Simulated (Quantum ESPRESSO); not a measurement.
# SiC (changed cell): magnetic shieldings

```yaml
crystal:
  lattice:
    - [0.00000, 2.19876, 2.16611]
    - [2.16611, 0.00000, 2.16611]
    - [2.16611, 2.19876, 0.00000]
  atoms:
    - { symbol: Si, position: [0.25000, 0.25000, 0.25000] }
    - { symbol: C, position: [0.00000, 0.00000, 0.00000] }
```
The cell was made here from a computed Materials Project entry: strained by +1 % along the cube axis and by -0.5 % across it, atoms relaxed (PBE without dispersion, pw.x of a modified build of Quantum ESPRESSO, symmetry kept). The parent is SiC in F-43m. Stability against distortions was not tested.

These are absolute shieldings with no macroscopic susceptibility term; δ = σ_ref − σ needs a reference computed alike. By our sweeps, such settings leave a few ppm in absolute σ. No d partial waves on Si: the paramagnetic term there is incompletely reconstructed. The structure is static (0 K, no zero-point motion).

Q: What do the calculations give at each independent site (shieldings by GIPAW with PBE in Quantum ESPRESSO, on JTH PAW datasets, 20 Ha, k-mesh 10×10×10 shifted, f-sum rule met within 0.002 %)?

A: 
```json
[
 {"site": "Si (atom 1)", "site symmetry": "-4m2", "σ_iso (ppm)": "359"},
 {"site": "C (atom 2)", "site symmetry": "-4m2", "σ_iso (ppm)": "142"}
]
```
